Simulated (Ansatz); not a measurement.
Relaxed MgRh (CsCl type):

```xyz
4
Lattice="6.0946 0.0000 0.0000 0.0000 3.0473 0.0000 0.0000 0.0000 3.0473" Properties=species:S:1:pos:R:3 pbc="T T T"
Mg     0.0000     0.0000     0.0000
Mg     3.0473     0.0000     0.0000
Rh     1.5236     1.5236     1.5236
Rh     4.5709     1.5236     1.5236
```

The atoms are displaced by Q × the pattern below (from a DFPT mode at X = (0.5, 0.0, 0.0), largest move 1; Q in Å), at fixed cell. (q is in reciprocal vectors of the primitive cell; the cell shown is doubled to hold the pattern.)

| atom | x | y | z |
|---|---|---|---|
| Rh3 | 1.000 | 0.000 | 0.000 |
| Rh4 | -1.000 | 0.000 | 0.000 |

Atoms not listed stay in place.

Computed with LDA (plane waves to 420 eV, PAW, scalar-relativistic; Ansatz, a quantum-chemistry and plane-wave program). k mesh 8×15×15 (Γ-centred), Fermi-Dirac smearing 0.05 eV. The energy includes the smearing's −TS. With partly filled bands, energies and forces of such displacements shift with the k mesh and the smearing. MgRh is run without spin polarisation. MgRh was relaxed with its symmetry unable to fall. The zero of ΔE is the undisplaced structure. The last digit holds for this mesh only.

```
Q (Å)    ΔE (meV/cell)
-------  -------------
-0.1000       withheld
-0.0833           58.9
-0.0667           37.4
-0.0500           20.9
-0.0333            9.3
-0.0167            2.3
0.0000             0.0
0.0167             2.3
0.0333             9.3
0.0500            20.9
0.0667            37.4
0.0833            58.9
0.1000        withheld
```

**Question.** Fit an even polynomial form (powers 2, 4) to the given rows and predict ΔE at Q = 0.1000.

**Answer.** Least squares on the 11 given rows: ΔE = (8289)·Q² + (28400)·Q⁴, in meV/cell with Q in Å; root-mean-square residual 0.04 meV/cell. At 0.1000 the fit gives 85.7 meV/cell; the calculation gives 85.4 meV/cell, so the extrapolation is off by 0.3 (+0.4 %). The quadratic term alone would give 82.9 meV/cell.

(A displaced cell: forces are minus the slopes of the energy, force constants its curvatures, and phonons follow from these.)
